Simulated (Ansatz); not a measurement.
ZrCuGe$_{2}$:
```
ZrCuGe2
1.0
    3.78477     0.00000     0.00000
    0.00000     3.78477     0.00000
    0.00000     0.00000     9.21264
Zr Cu Ge
2 2 4
Direct
  0.00000   0.50000   0.76243
  0.50000   0.00000   0.23757
  0.50000   0.50000   0.50000
  0.00000   0.00000   0.50000
  0.50000   0.50000   0.00000
  0.00000   0.00000   0.00000
  0.00000   0.50000   0.32886
  0.50000   0.00000   0.67114
```

Relaxed with r²SCAN. Special points in fractions of this cell's reciprocal vectors: Γ (0.000, 0.000, 0.000); X (0.000, 0.500, 0.000); M (0.500, 0.500, 0.000); Z (0.000, 0.000, 0.500); R (0.000, 0.500, 0.500); A (0.500, 0.500, 0.500).

Problem. List the band energies nearest the Fermi level at these points for DFT-r²SCAN in the program Ansatz with PAW potentials.

Solution. In eV from the Fermi level; about four levels below and three above (degenerate sets whole), none deeper than 8.9 eV; points with the same levels are listed once.

| k | below | above |
|---|---|---|
| Γ | -1.58 -1.05 -1.05 -0.54 | 0.79 1.22 1.22 |
| X | -1.05 -1.05 -0.98 -0.98 | 0.16 0.16 1.27 1.27 |
| M | -1.75 -1.75 -1.56 -1.56 | 3.39 3.39 3.61 3.61 |
| Z | -1.25 -1.25 -1.19 -1.17 | 0.57 1.62 1.62 |
| R | -1.10 -1.10 -0.27 -0.27 | 0.45 0.45 1.98 1.98 |
| A | -1.77 -1.77 -1.55 -1.55 | 2.38 2.38 3.61 3.61 |

Space group P4/nmm. The workflow started from a Materials Project entry (that database holds measured and hypothetical structures alike); the Crystallography Open Database copy checked does not list it. Its standing as an ambient phase is unchecked. The r²SCAN relaxation kept the symmetry of its start; its stability against distortions is not shown here. The run is not spin-polarised. Spin–orbit coupling is left out wherever it is not named.

Potentials: the earlier of the program's two PAW sets.
